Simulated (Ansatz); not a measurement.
# Si2IrRu2 in Ansatz, relaxation

The input file (Ansatz 0.2.0, plane waves):

```yaml
crystal:
  lattice:
    - [0.0, 3.85515, 0.0]
    - [3.85515, 0.0, 0.0]
    - [1.927575, 1.927575, -4.386155]
  atoms:
    - { symbol: Ir, position: [0.0, 0.0, 0.0] }
    - { symbol: Ru, position: [0.75, 0.25, 0.5] }
    - { symbol: Ru, position: [0.25, 0.75, 0.5] }
    - { symbol: Si, position: [0.354, 0.354, 0.292] }
    - { symbol: Si, position: [0.646, 0.646, 0.708] }
  symmetry: { tolerance: 0.0003 }
kpoints:
  mp_grid: { grid: [7, 7, 7], shift: [0, 0, 0] }
magnetization:
  spin_polarized: false
scf:
  occupations: { method: fermi_dirac, width: 0.0789 }
  lower_state_search: "off"
hamiltonian:
  pseudopotentials: { kind: paw }
  xc: pbe
basis:
  ecutwfc: 420
  fft_grid_basis: typed
relax:
  max_steps: 80
  cell: { p_target: 5.0 }
  f_tol: 0.03
output:
  forces: true
  stress: true
  eigenvalues: true
  bader: true
  populations: true
  elf: true
  write_potential: true
  volumetric_format: npy
  dos:
    e_range: [-12, 8]
    de: 0.05
    projected: { site_lists: { Ir: [Ir], Ru: [Ru], Si: [Si] } }
checkpoint:
  read: saved_state
```

Launch command:

```bash
ansatz run input.yaml --threads 2 --pin off --max-ram 3584MiB --backend cpu --events-out ev --progress --plain --runs-dir out
```

Origin of the cell: a known structure type with other elements, at an estimated volume, so it need not be a known compound.

The saved state is a converged single point of the same cell.

Excerpt of the output:

```
SCF iter   1: F=—  HF=-24961.125810 eV  Δρ=1.88e-3  dr2=1.62e-3
SCF iter   2: F=—  HF=-24961.126385 eV  Δρ=9.49e-4  dr2=4.02e-4
SCF iter   3: F=—  HF=-24961.126611 eV  Δρ=1.02e-4  dr2=9.28e-6
SCF iter   4: F=—  HF=-24961.126648 eV  Δρ=2.69e-5  dr2=6.21e-7
SCF iter   5: F=-24961.126648 eV  HF=-24961.126648 eV  Δρ=5.61e-6  dr2=3.24e-8
SCF iter   6: F=-24961.126648 eV  HF=-24961.126648 eV  Δρ=1.47e-6  dr2=1.62e-9
relax step   1: F+E_penalty+E_count = -24961.126648 eV  Δ(F+E_penalty+E_count) = +0.000e0 eV  max|allowed force component| = 6.496e0 eV/Å  Δτ_max = 0.0000 Å  P = +53.926 GPa  Ω = 65.188 Å³  ( […]
relax step   2: F+E_penalty+E_count = -24963.644735 eV  Δ(F+E_penalty+E_count) = -2.518e0 eV  max|allowed force component| = 2.273e0 eV/Å  Δτ_max = 0.1162 Å  P = +5.670 GPa  Ω = 73.697 Å³  en […]
relax step   3: F+E_penalty+E_count = -24963.120689 eV  Δ(F+E_penalty+E_count) = +5.240e-1 eV  max|allowed force component| = 6.138e0 eV/Å  Δτ_max = 0.1962 Å  P = +15.461 GPa  Ω = 69.767 Å³ […]
relax step   4: F+E_penalty+E_count = -24963.860701 eV  Δ(F+E_penalty+E_count) = -2.160e-1 eV  max|allowed force component| = 1.036e0 eV/Å  Δτ_max = 0.0837 Å  P = +6.453 GPa  Ω = 72.473 Å³  e […]
relax step   5: F+E_penalty+E_count = -24963.919835 eV  Δ(F+E_penalty+E_count) = -5.913e-2 eV  max|allowed force component| = 2.375e-2 eV/Å  Δτ_max = 0.0416 Å  P = +3.653 GPa  Ω = 72.964 Å³ […]
relax step   6: F+E_penalty+E_count = -24963.907704 eV  Δ(F+E_penalty+E_count) = +1.213e-2 eV  max|allowed force component| = 1.079e-2 eV/Å  Δτ_max = 0.0095 Å  P = +5.029 GPa  Ω = 72.440 Å³ […]
relax step   7: F+E_penalty+E_count = -24963.908012 eV  Δ(F+E_penalty+E_count) = -3.076e-4 eV  max|allowed force component| = 4.036e-3 eV/Å  Δτ_max = 0.0005 Å  P = +4.984 GPa  Ω = 72.450 Å³ […]
relax step   8: F+E_penalty+E_count = -24963.911813 eV  Δ(F+E_penalty+E_count) = -3.801e-3 eV  max|allowed force component| = 3.285e-3 eV/Å  Δτ_max = 0.0000 Å  P = +5.037 GPa  Ω = 72.450 Å³  stress off target by 9.23e-2 GPa […]
relax step   9: F+E_penalty+E_count = -24963.911922 eV  Δ(F+E_penalty+E_count) = -1.092e-4 eV  max|allowed force component| = 6.267e-5 eV/Å  Δτ_max = 0.0008 Å  P = +5.005 GPa  Ω = 72.452 Å³ […]
relax step  10: F+E_penalty+E_count = -24963.911922 eV  Δ(F+E_penalty+E_count) = -2.974e-7 eV  max|allowed force component| = 5.355e-5 eV/Å  Δτ_max = 0.0000 Å  P = +5.005 GPa  Ω = 72.452 Å³  stress off target by 1.17e-2 GPa […]
SCF 10 converged in 8 iterations: F = -24963.911922 eV  dr2 = 2.43e-15
basis re-selected at this cell: Δ(F+E_penalty+E_count) = -2.974e-7 eV, ΔP = +0.000 GPa vs the last step (what re-selecting the basis moved, of the pressure what is left beyond the Pulay corre […]
SCF converged after 8 iterations
Free energy (F): -24963.911922 eV
Harris-Foulkes:  -24963.911922 eV  (|F-HF|=3.64e-12)
Internal energy: -24963.790099 eV  (E = F + TS)
E sigma→0 (E₀):  -24963.851011 eV
Entropy (-TS):   -0.121823 eV (-24.365 meV/atom)
Fermi energy:    17.062045 eV
--- Per-component energies (eV) ---
  E_band       = -406.361879
  E_kinetic    = 1744.911043
  E_local      = -5148.914536  (includes V_loc(G=0)·N_el)
  E_nonlocal   = 814.575996
  E_hartree    = 1870.786555
  E_xc         = -762.334869
  E_vxc        = -875.733214  (∫ρ·V_xc dr)
  E_paw        = -17172.360201  (= ΣΔE_a)
  E_vpaw       = -682.774009  (= ΣTr[D̂ρ^β])
  E_aug_tail   = -0.000264  (compensation charges beyond the density's cutoff)
  E_ewald      = -6310.453823
  E_smearing   = -0.121823  (= −TS)
  Σ components = -24963.911922   (vs F -24963.911922, Δ=0.00e0)
--- Forces (eV/Å), atoms counted from 1 ---
  atom   1  Ir    -0.000000     0.000000     0.000000
  atom   2  Ru     0.000000     0.000000     0.000000
  atom   3  Ru     0.000000    -0.000000    -0.000000
  atom   4  Si     0.000000     0.000000    -0.000054
  atom   5  Si     0.000000     0.000000     0.000054
  max |Σ_I F_I| component: 8.33e-17 eV/Å
--- Stress (GPa, compression-positive) ---
        5.002328       0.000000       0.000000
        0.000000       5.002328       0.000000
        0.000000       0.000000       5.011687
  P = ⅓ Tr σ = 5.0054 GPa (50.054 kbar)
--- Relaxed structure (8 steps of the walk, 7 accepted, 2 SCFs on fresh bases) ---
  F+E_penalty+E_count = -24963.911922 eV   max|allowed force component| = 5.355e-5 eV/Å   (the final SCF, on the basis selected at the relaxed cell)
  cell:  # Å, volume = 72.4524 Å³
    - [0.0, 3.931050, 0.0]
    - [3.931050, 0.0, 0.0]
    - [1.965525, 1.965525, -4.688515]
  atoms:
    - { symbol: Ir, position: [0.0, 0.0, -0.0] }
    - { symbol: Ru, position: [0.75, 0.25, 0.5] }
    - { symbol: Ru, position: [0.25, 0.75, 0.5] }
    - { symbol: Si, position: [0.382764, 0.382764, 0.234472] }
    - { symbol: Si, position: [0.617236, 0.617236, 0.765528] }
--- Löwdin populations: 5 sites ---
  site symbol       q [e]
     0     Ir     16.5925
     1     Ru     15.9527
     2     Ru     15.9527
     3     Si      4.0247
     4     Si      4.0247
  spilling = 0.007943 (of n_electrons = 57.000000)
--- Bader charges: 5 sites ---
  site symbol  charge [e]  shift [e]
     0     Ir     -0.1587     0.0000
     1     Ru     -0.7143     0.0259
     2     Ru     -0.7142     0.0259
     3     Si      0.7936     0.0259
     4     Si      0.7936     0.0259
  estimated error of the sums over rays = 7.6e-4 e
```

Before:

Space group I4/mmm (No. 139); the run's cell has a = 3.855 Å, b = 3.855 Å, c = 5.164 Å, α = 68.08°, β = 68.08°, γ = 90.00°. Shortest distances: Ru–Si 2.13 Å, Si–Si 2.56 Å, Ru–Ru 2.73 Å, Ir–Ru 2.92 Å, Ir–Si 3.01 Å.

After:

Space group I4/mmm (No. 139); the run's cell has a = 3.931 Å, b = 3.931 Å, c = 5.451 Å, α = 68.86°, β = 68.86°, γ = 90.00°. Shortest distances: Si–Si 2.20 Å, Ru–Si 2.33 Å, Ru–Ru 2.78 Å, Ir–Si 2.99 Å, Ir–Ru 3.06 Å.

```
Enthalpy lowered by     : 511.7 meV/atom
Volume change           : 11.14 %
Final pressure          : 5.01 GPa
Relaxation steps listed : 10
```

Caveats: no moments, though an odd count or open d shells may carry them; no spin-orbit coupling, though heavy elements are present; the given cell is far from equilibrium, with atoms too close or a volume far off; the relaxation held the start's symmetry, so the end may be a saddle point.

It ran for 39 s on 2 threads of INTEL(R) XEON(R) PLATINUM 8581C CPU @ 2.10GHz (Emerald Rapids), on a shared host, peak memory 0.49 GiB, from a saved density.
